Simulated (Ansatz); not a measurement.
Na₂Te (anti-fluorite)

```
CELL_PARAMETERS angstrom
      0.00000     3.63932     3.63932
      3.63932     0.00000     3.63932
      3.63932     3.63932     0.00000
ATOMIC_POSITIONS crystal
  Na 0.25000 0.25000 0.25000
  Na 0.75000 0.75000 0.75000
  Te 0.00000 0.00000 0.00000
```

This relaxed cell (volume V₀) is scaled evenly in all directions, its shape held. Symmetry pins the atoms to their sites.

These are r2SCAN (plane waves to 500 eV, PAW, scalar-relativistic; Ansatz, a first-principles code) values and carry that method's errors. k mesh 8×8×8 (Γ-centred), Fermi-Dirac smearing 0.05 eV. Compression counts positive. Na2Te was relaxed with its symmetry unable to fall. Spin-orbit coupling is left out, though Te is heavy.

At one point of the scan the stress tensor (GPa) is:

```
  -0.39     0.00     0.00
   0.00    -0.39     0.00
   0.00     0.00    -0.39
```

### Question
Which point is it?
A) V/V₀ = 1.020
B) V/V₀ = 1.060
C) V/V₀ = 1.040
D) V/V₀ = 1.100

### Answer
A, V/V₀ = 1.020

(A scan under strain: stresses follow from slopes of the energy per volume, elastic moduli from its curvatures.)
